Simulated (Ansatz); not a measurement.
The start is a relaxed CoSn cell deformed by the Cartesian strain tensor (xx, yy, zz, yz, xz, xy) = (-0.105, -0.033, 0.074, -0.022, -0.065, 0.082). Cell shape, volume and atoms are optimised at zero target pressure with r2SCAN (plane waves to 500 eV, PAW, scalar-relativistic; Ansatz, an electronic-structure program). The first steps use a coarse 8×8×7 k-mesh.

The start:
```yaml
crystal:
  lattice:
    - [4.69125, 0.43243, -0.33808]
    - [-1.97113, 4.17336, 0.06691]
    - [-0.27012, -0.09423, 4.49785]
  atoms:
    - { symbol: Co, position: [0.50000, 0.00000, 0.00000] }
    - { symbol: Co, position: [0.50000, 0.50000, 0.00000] }
    - { symbol: Co, position: [0.00000, 0.50000, 0.00000] }
    - { symbol: Sn, position: [0.00000, 0.00000, 0.00000] }
    - { symbol: Sn, position: [0.33333, 0.66667, 0.50000] }
    - { symbol: Sn, position: [0.66667, 0.33333, 0.50000] }
```

| Quantity | Result |
|---|---|
| Largest initial force | 2.94 eV/Å, on Sn5, Sn6 (atoms numbered as listed) |
| Volume change | +8.9 %, from 15.25 to 16.61 Å³/atom |
| Shortest distances (start → end) | The closest pairs of elements (up to four, under 3.6 Å), start → end: Co–Sn 2.31 → 2.58 Å; Co–Co 2.31 → 2.62 Å; Sn–Sn 2.55 → 3.03 Å |
| Band gap at the end | zero (metallic) |
| Optimiser moves | 10 |

Relaxed structure:

Space group P6/mmm (No. 191); a = b = 5.2417 Å, c = 4.1880 Å, α = β = 90.00°, γ = 120.00°

| atom | site | symmetry | x | y | z |
|---|---|---|---|---|---|
| Co | 3f | mmm | 0.0000 | 0.5000 | 0.0000 |
| Sn | 1a | 6/mmm | 0.0000 | 0.0000 | 0.0000 |
| Sn | 2d | -6m2 | 0.3333 | 0.6667 | 0.5000 |

Final values are on a 10×10×11 k-mesh of the relaxed cell. No spin polarisation in the result. A magnetic state may lie lower.

The run could not lose the symmetry of its start.
